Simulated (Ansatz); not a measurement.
# Ansatz 0.2.0, single run: Zn₃SbSe₄

Run with:

```bash
ansatz run input.yaml --threads 1 --pin off --max-ram 2560MiB --backend cpu --events-out ev --progress --plain --runs-dir out
```

input.yaml:

```yaml
crystal:
  lattice:
    - [0.0, 5.713181, 0.0]
    - [5.713181, 0.0, 0.0]
    - [2.85659, 2.85659, -5.692088]
  atoms:
    - { symbol: Zn, position: [0.5, 0.5, 0.0] }
    - { symbol: Sb, position: [0.0, 0.0, 0.0] }
    - { symbol: Se, position: [0.61081, 0.61081, 0.26258] }
    - { symbol: Se, position: [0.38919, 0.87339, 0.73742] }
    - { symbol: Se, position: [0.12661, 0.12661, 0.26258] }
    - { symbol: Se, position: [0.87339, 0.38919, 0.73742] }
    - { symbol: Zn, position: [0.75, 0.25, 0.5] }
    - { symbol: Zn, position: [0.25, 0.75, 0.5] }
  symmetry: { tolerance: 0.0003 }
kpoints:
  mp_grid: { grid: [4, 4, 4], shift: [0, 0, 0] }
magnetization:
  spin_polarized: false
scf:
  occupations: { method: cold, width: 0.01 }
  mixing: { algorithm: broyden, beta: 0.5 }
hamiltonian:
  pseudopotentials: { kind: paw }
  xc: r2scan
basis:
  ecutwfc: "700 eV"
output:
  forces: true
  stress: true
  eigenvalues: true
```

Origin of the cell: a known structure type with other elements, at an estimated volume, so it need not be a known compound.

Output (shortened):

```
Pseudopotentials: kind: paw
Pseudopotential: Zn, paw, valence charge 12, recommended cutoff 500 eV (meta_gga), Zn.paw.azcp
Pseudopotential: Sb, paw, valence charge 15, recommended cutoff 500 eV (meta_gga), Sb.paw.azcp
Pseudopotential: Se, paw, valence charge 16, recommended cutoff 500 eV (meta_gga), Se.paw.azcp
Functional definition: r2SCAN
  exchange = r2scan_x(k0 = k0, k1 = k1, a1 = a1)
  correlation = r2scan_c
Crystal: 8 atoms, lattice volume = 185.792 Å³
Basis set: ecut = 700 eV, 7777 PW (Γ), exchange–correlation on 200×200×256 points (64 copies of the dense FFT grid, shifted against one another)
Bands: 69, of which v1, the nominal top of the filled ones, is band 58 counted from 1 (57 counted from 0)
Symmetry: 8 space group operations
[… 11 lines left out …]
Initial density: superposition of atomic densities (neutral atoms: chi_scale 0, normalization atom), corrected by the library's trained network
Functional: x = r2scan, c = r2scan; τ floored in thin density (d = 2e-4 eV/Å³)
SCF iter   1: F=—  HF=-38390.562514 eV  Δρ=1.25e-2  dr2=1.29e-1  dr2_τ=2.14e-2  defer=1
SCF iter   2: F=—  HF=-38390.588310 eV  S|Δr|=    0.00e0  Δρ=2.40e-3  dr2=1.75e-2  dr2_τ=5.11e-4  defer=70  κ⁻¹=1.0e0(r=1)
SCF iter   3: F=—  HF=-38390.582138 eV  S|Δr|=    0.00e0  Δρ=2.61e-3  dr2=8.50e-3  dr2_τ=3.52e-5  defer=44  κ⁻¹=2.1e-2(r=2)
SCF iter   4: F=—  HF=-38390.582321 eV  S|Δr|=    0.00e0  Δρ=8.66e-4  dr2=2.82e-3  dr2_τ=9.54e-6  defer=44  κ⁻¹=7.0e-3(r=3)
SCF iter   5: F=—  HF=-38390.582292 eV  S|Δr|=    0.00e0  Δρ=8.99e-4  dr2=1.51e-3  dr2_τ=8.45e-6  defer=44  κ⁻¹=2.9e-4(r=4)
SCF iter   6: F=—  HF=-38390.582439 eV  S|Δr|=    0.00e0  Δρ=3.17e-4  dr2=3.57e-4  dr2_τ=1.65e-6  defer=44  κ⁻¹=1.5e-4(r=5)
SCF iter   7: F=—  HF=-38390.582419 eV  S|Δr|=    0.00e0  Δρ=1.94e-4  dr2=1.96e-4  dr2_τ=5.19e-7  defer=44  κ⁻¹=4.4e-5(r=6)
SCF iter   8: F=—  HF=-38390.582414 eV  S|Δr|=    0.00e0  Δρ=1.50e-4  dr2=1.24e-4  dr2_τ=2.98e-7  defer=44  κ⁻¹=1.7e-5(r=7)
SCF iter   9: F=—  HF=-38390.582408 eV  S|Δr|=    0.00e0  Δρ=1.22e-4  dr2=6.70e-5  dr2_τ=1.77e-7  defer=44  κ⁻¹=1.2e-5(r=8)
SCF iter  10: F=—  HF=-38390.582343 eV  S|Δr|=    0.00e0  Δρ=9.40e-5  dr2=2.10e-5  dr2_τ=1.97e-7  defer=44  κ⁻¹=3.7e-5(r=8)
SCF iter  11: F=—  HF=-38390.582345 eV  S|Δr|=    0.00e0  Δρ=4.11e-5  dr2=4.55e-6  dr2_τ=3.54e-8  defer=44  κ⁻¹=6.4e-5(r=8)
SCF iter  12: F=—  HF=-38390.582345 eV  S|Δr|=    0.00e0  Δρ=2.44e-5  dr2=2.08e-6  dr2_τ=1.33e-8  defer=44  κ⁻¹=1.3e-4(r=8)
SCF iter  13: F=—  HF=-38390.582345 eV  S|Δr|=    0.00e0  Δρ=1.08e-5  dr2=3.83e-7  dr2_τ=3.29e-9  defer=44  κ⁻¹=3.9e-5(r=8)
SCF iter  14: F=—  HF=-38390.582345 eV  S|Δr|=    0.00e0  Δρ=7.07e-6  dr2=1.37e-7  dr2_τ=1.32e-9  defer=44  κ⁻¹=3.4e-4(r=8)
SCF iter  15: F=-38390.582345 eV  HF=-38390.582345 eV  S|Δr|=    0.00e0  Δρ=4.02e-6  dr2=2.64e-8  dr2_τ=3.19e-10
SCF 1 converged in 15 iterations: F = -38390.582345 eV  dr2 = 2.64e-8
SCF converged after 15 iterations
Stability not checked: this state was not tested for a lower state beside it, because cold or Methfessel-Paxton smearing, or corrected tetrahedra, fill the levels in a way that the test cannot read (fill_not_monotonic; […]
Free energy (F): -38390.582345 eV
Harris-Foulkes:  -38390.582345 eV  (|F-HF|=8.22e-9)
Internal energy: -38390.582126 eV  (E = F + TS)
E sigma→0 (E₀):  -38390.582272 eV
Entropy (-TS):   -0.000219 eV (-0.027 meV/atom)
Fermi energy:    10.000608 eV
--- Per-component energies (eV) ---
  E_band       = -1733.493463
  E_kinetic    = 1083.299087
  E_local      = -17278.267942  (includes V_loc(G=0)·N_el)
  E_nonlocal   = -164.820508
  E_hartree    = 8093.492112
  E_xc         = -896.369934
  E_vxc        = -692.467733  (∫ρ·V_xc dr)
  E_paw        = -17849.373313  (= ΣΔE_a)
  E_vpaw       = -905.127853  (= ΣTr[D̂ρ^β])
  E_aug_tail   = -0.000173  (compensation charges beyond the density's cutoff)
  E_vtau       = 36.898148  (kinetic-family band-sum trace: ∫τ·v_τ [+ j·A + Jᵃ·Aᵃ] dr)
  E_ewald      = -11371.440555
  E_core_change = -7.100900  (= ΣΔE_core)
  E_smearing   = -0.000219  (= −TS)
  Σ components = -38390.582345   (vs F -38390.582345, Δ=0.00e0)
--- Forces (eV/Å), atoms counted from 1 ---
  atom   1  Zn     0.000000    -0.000000     0.000000
  atom   2  Sb     0.000000    -0.000000     0.000000
  atom   3  Se    -1.366942    -1.366942    -1.079143
  atom   4  Se    -1.366942     1.366942     1.079143
  atom   5  Se     1.366942     1.366942    -1.079143
  atom   6  Se     1.366942    -1.366942     1.079143
  atom   7  Zn     0.000000     0.000000     0.000000
  atom   8  Zn     0.000000     0.000000     0.000000
  max |Σ_I F_I| component: 9.02e-17 eV/Å
--- Stress (GPa, compression-positive) ---
        9.130328       0.000000       0.000000
        0.000000       9.130328       0.000000
        0.000000       0.000000      10.105162
  P = ⅓ Tr σ = 9.4553 GPa (94.553 kbar)
```

Caveats: no moments, though an odd count or open d shells may carry them; no spin-orbit coupling, though heavy elements are present; the k mesh is coarse if the cell is a metal.

It ran for 59 s on 1 thread of Intel(R) Xeon(R) Platinum 8488C (Sapphire Rapids), on a shared host, peak memory 1.3 GiB, from the program's own first density.
